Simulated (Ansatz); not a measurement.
BaTaS₃ in space group P6_3/mmc (No. 194; Ba on 2d, S on 6h, Ta on 2a), the program Ansatz at the r²SCAN level (PAW), all energies at zero smearing, with the estimated change up to a 700 eV cutoff added, with one set of potentials and settings (totals compare only within such a set). Cell of 10 atoms (2 Ba, 6 S, 2 Ta): -37270.004 eV.

```csv
element,reference phase,E (eV/atom)
Ba,"Im-3m, 1 atoms in the cell",-5964.4614
S,"P2/c, 32 atoms in the cell",-905.8156
Ta,"Im-3m, 1 atoms in the cell",-9944.3222
```

Formation energy per atom, worked out: (-37270.004 − 2×(-5964.4614) − 6×(-905.8156) − 2×(-9944.3222))/10 = -1.754 eV/atom (-169 kJ per mol of atoms), at 0 K, without zero-point energy or fitted corrections.

The workflow started from an entry of the Crystallography Open Database (COD). Whether it is the stable phase at ambient conditions was not checked. Symmetry was held in the r²SCAN relaxation; its stability against distortions is not shown here. No spin polarisation was allowed. The references are the lowest solids computed at this level, not always the standard phases. Spin–orbit coupling is left out wherever it is not named.

Potentials: the later of the program's two PAW sets.
